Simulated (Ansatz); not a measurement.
Computed with Ansatz 0.2.0, DFT PBE, scalar-relativistic, plane waves, PAW. Settings: cutoff 420 eV, Γ-centred meshes spaced at most about 0.3 Å⁻¹, and about 0.25 Å⁻¹ or finer for metals (2π included), Gaussian smearing. No spin polarisation in the final relaxations.

These are static total energies at zero pressure. All come from trial cells, and lower structures may exist.

Question: Which of these relaxed structures of Zn₃Bi₂ is the lowest in energy?
A. Space group Pm-3m (No. 221), cubic, a = 5.346 Å. Zn has 2 Bi at 2.67 Å, 4 Bi at 3.78 Å and 8 Zn at 3.78 Å; Bi on its first site is surrounded by 12 Zn at 3.78 Å; Bi on its second site has 6 Zn at 2.67 Å.
B. Space group R-3m (No. 166), trigonal, a = 7.275 Å, c = 10.706 Å. Zn is surrounded by 2 Bi at 2.68 Å; around Bi lie 3 Zn at 2.68 Å.
C. Space group P4mm (No. 99), tetragonal, a = 4.283 Å, c = 6.627 Å. Zn on a site of symmetry 2mm has 2 Zn at 2.73 Å, 2 Bi at 2.85 Å, 4 Zn at 3.03 Å and 2 Bi at 3.09 Å; around Zn on a site of symmetry 4mm lie 4 Zn at 2.73 Å, 5 Bi at 3.04–3.07 Å and 1 Bi at 3.58 Å; around Bi on its first site lie 4 Zn at 2.85 Å, 1 Zn at 3.04 Å and 1 Zn at 3.58 Å; around Bi on its second site lie 8 Zn at 3.07–3.09 Å.
D. Space group P4/mmm (No. 123), tetragonal, a = 3.625 Å, c = 9.326 Å. Zn on its first site has 8 Bi at 3.07 Å and 4 Zn at 3.63 Å; Zn on its second site is surrounded by 4 Zn at 2.56 Å; Zn on its third site has 4 Zn at 2.56 Å and 2 Bi at 2.97 Å; around Bi lie 5 Zn at 2.97–3.07 Å and 1 Bi at 3.39 Å.

Answer: C. It has space group P4mm (No. 99); the next, D, with space group P4/mmm (No. 123), lies 82 meV/atom higher. Counting all near atoms (those within 1.25 times the shortest distance at each site; a plus sign parts nearer from farther groups; a slash parts the counts of unlike sites), the lowest has Zn 4+5/10, Bi 5/8 and the next has Zn 4/4+2/8+4, Bi 5+5. Even the lowest lies +0.12 eV/atom against the elements.

These runs have no spin–orbit coupling, which can matter for Bi. Cells relaxed within their symmetry can be saddle points. Some structure types and database cells were kept out of the candidates from the start, so a known form may be missing.
